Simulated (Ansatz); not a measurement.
Polymorphs of Cu₃Si, each relaxed with plane-wave PAW PBEsol (Ansatz code):

A: P6_3/mmc
a = b = 5.1126 Å, c = 4.0806 Å, α = β = 90.00°, γ = 120.00°

| atom | site | symmetry | x | y | z |
|---|---|---|---|---|---|
| Si | 2d | -6m2 | 0.6667 | 0.3333 | 0.2500 |
| Cu | 6h | mm2 | 0.1676 | 0.3353 | 0.2500 |

B: I4/mmm
a = 3.584 Å, b = 3.584 Å, c = 7.161 Å, α = 90.00°, β = 90.00°, γ = 90.00°

```csv
atom,site,symmetry,x,y,z
Si,2a,4/mmm,0.0000,0.0000,0.0000
Cu,4d,-4m2,0.0000,0.5000,0.2500
Cu,2b,4/mmm,0.0000,0.0000,0.5000
```

Question: Order them by energy per atom at 0 K (lowest first) at the level PBEsol.

Answer: A (+0 meV/atom), B (+11 meV/atom)

Standing as an ambient phase not checked: A; B. All cells were relaxed under the symmetry of their starts (and spin orders); stability against distortions was not tested throughout. Rows with no word on spin ran without spin polarisation.

Energies hold the estimated change up to a 700 eV cutoff; steps of a few meV lie near the error of the meshes.

Potentials: the later of the program's two PAW sets.
